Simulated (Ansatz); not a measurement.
A geometry of Te2Mo away from equilibrium: step 2 of the relaxation of a relaxed Te2Mo cell with every coordinate shifted by Gaussian noise of σ = 0.3 Å. These are r2SCAN (plane waves to 500 eV, PAW, scalar-relativistic; Ansatz, a program for electronic structure) values and carry that method's errors. Γ-centred k-mesh 8×8×2 on the run's cell (coarser than for final values), Fermi–Dirac smearing 0.05 eV.

```xyz
6
Lattice="3.5710 -0.0099 -0.0095 -1.7941 3.1206 0.0242 -0.0394 0.0930 14.8200" Properties=species:S:1:pos:R:3:forces:R:3 pbc="T T T" free_energy=-37914.756 pressure_GPa=-1.9
Mo     0.2796     1.8933    11.3871   -2.0568    0.8136   -2.2502
Mo     1.6318     1.0312     3.4350    0.5532   -0.6017    2.0379
Te    -0.1717     2.1600     1.7138    0.1190   -0.4170   -0.0123
Te     1.8445     1.1751     9.4014    1.1852   -1.1105    0.8826
Te     1.9514     0.7825    13.0461    0.8314    0.3484    1.1741
Te     0.0187     1.6006     5.5772   -0.6320    0.9672   -1.8321
```

Positions in Å, forces in eV/Å, free energy of the cell in eV (comparable only within this code, potentials and settings). Largest force: 3.16 eV/Å, on Mo1 (atoms numbered as listed); the geometry lies 0.26 eV/atom above the end of its relaxation.

No spin polarisation in the result. Without a van der Waals term the distances between weakly bound units are poorly fixed.
